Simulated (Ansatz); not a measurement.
ZrO₂ (fluorite): values from a third-order Birch-Murnaghan fit to a volume scan beside measured ones. Computed values: r2SCAN (plane waves to 500 eV, PAW, scalar-relativistic; Ansatz, an electronic-structure program). This is a high-temperature form of ZrO2. ZrO2 is run without spin polarisation. ZrO2 was relaxed with its symmetry unable to fall.

| quantity | reference | kind |
|---|---|---|
| Lattice constant a (Å) | 5.0902 | measured at or taken to low temperature |
| Bulk modulus B₀ (GPa) | 248 | measured, room temperature or unstated; yttria-stabilised, extrapolated to no yttrium |

References as given in: Xinyuan Zhao, David Vanderbilt, Physical review. B, Condensed matter (2002), arXiv:cond-mat/0108491; Hyeondeok Shin, Anouar Benali, Ye Luo et al., Physical Review Materials (2018), arXiv:1708.09424. Values not taken to low temperature hold thermal and zero-point shifts that a static calculation lacks, so small differences there are no errors of the method.

Question: What does r2SCAN give, and how far is that from the reference?

Answer: 
| quantity | r2SCAN | difference |
|---|---|---|
| Lattice constant a (Å) | 5.089 | +0.0 % |
| Bulk modulus B₀ (GPa) | 257 | +3.6 % |

For the lattice constant a it lies within 0.3 % of the reference.

(Under strain, the slope of the energy per volume gives the stress and its curvature an elastic modulus.)
